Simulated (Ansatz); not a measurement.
Mg:
```cif
data_Mg24
_chemical_formula_sum 'Mg24'
_space_group_name_H-M_alt 'Fd-3m :1'
_space_group_IT_number 227
_space_group_name_Hall 'F 4d 2 3 -1d'
_cell_length_a 8.24248
_cell_length_b 8.24248
_cell_length_c 8.24248
_cell_angle_alpha 90.000
_cell_angle_beta 90.000
_cell_angle_gamma 90.000
loop_
_atom_site_label
_atom_site_type_symbol
_atom_site_symmetry_multiplicity
_atom_site_Wyckoff_symbol
_atom_site_fract_x
_atom_site_fract_y
_atom_site_fract_z
_atom_site_occupancy
Mg1 Mg 8 a 0.00000 0.00000 0.00000 1
Mg2 Mg 16 d 0.62500 0.62500 0.62500 1
```
(The calculation used a cell of 6 atoms; values per cell refer to that cell.)

Relaxed with PBEsol.

Q: Decompose the optical modes at the zone centre into irreducible representations, and say which are infrared and Raman allowed.

A: Point group m-3m: Γ_opt = A2u + Eu + 2T1u + T2g + T2u. Infrared: T1u. Raman: T2g.

Q: Assign frequencies (DFPT, DFT-PBEsol in the program Ansatz with PAW potentials).

A: T2u 21, T2g 134, T1u 142, Eu 205, T1u 282, A2u 384 cm⁻¹.

The start of the workflow was typed in or built on a structure type; neither database checked (COD, Materials Project) lists it. It is not the phase usual at ambient conditions (space group No. 194). The PBEsol relaxation kept the symmetry of its start; whether a distortion lowers the energy is not shown. As this level gives no gap, phonon frequencies hold no LO–TO term and depend on the k-mesh and smearing (Fermi–Dirac, 0.1 eV here).

Potentials: the earlier of the program's two PAW sets. The files were generated under PBE; for other functionals the program regenerates the frozen cores, and for LDA and PBEsol the local potential too.
